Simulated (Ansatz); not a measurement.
The start is a generated cell, Ti built in the hcp structure type. The cell and all atomic positions are relaxed at zero pressure with PBE (plane waves to 420 eV, PAW, scalar-relativistic; Ansatz, an electronic-structure program). The first steps use a coarse 13×13×7 k-mesh.

Input geometry:
```yaml
crystal:
  lattice:
    - [2.95000, 0.00000, 0.00000]
    - [-1.47500, 2.55477, 0.00000]
    - [0.00000, 0.00000, 4.68460]
  atoms:
    - { symbol: Ti, position: [0.33333, 0.66667, 0.75000] }
    - { symbol: Ti, position: [0.66667, 0.33333, 0.25000] }
```

Problem. How does the volume per atom move from start to end?

Solution. -1.5 %, from 17.65 to 17.39 Å³/atom.

Problem. How do the shortest distances between atoms change?

Solution. The closest pairs of elements (up to four, under 3.6 Å), start → end: Ti–Ti 2.90 → 2.88 Å.

Problem. What does it relax into? Give the structure.

Solution. 
```cif
data_Ti2
_chemical_formula_sum 'Ti2'
_space_group_name_H-M_alt 'P63/mmc'
_space_group_IT_number 194
_space_group_name_Hall '-P 6c 2c'
_cell_length_a 2.93885
_cell_length_b 2.93885
_cell_length_c 4.64996
_cell_angle_alpha 90.000
_cell_angle_beta 90.000
_cell_angle_gamma 120.000
loop_
_atom_site_label
_atom_site_type_symbol
_atom_site_symmetry_multiplicity
_atom_site_Wyckoff_symbol
_atom_site_fract_x
_atom_site_fract_y
_atom_site_fract_z
_atom_site_occupancy
Ti1 Ti 2 d 0.66667 0.33333 0.25000 1
```

The space group stays P6₃/mmc (No. 194) (the run could not lower it); the end is hcp (Mg type), with 2 atoms in the primitive cell. Final values are on a 18×18×10 k-mesh of the relaxed cell. No spin polarisation in the result.

The run could not lose the symmetry of its start; a randomly shaken copy of 2 atoms returns to this structure.

All atoms sit on sites fixed by symmetry, so only the cell could relax.
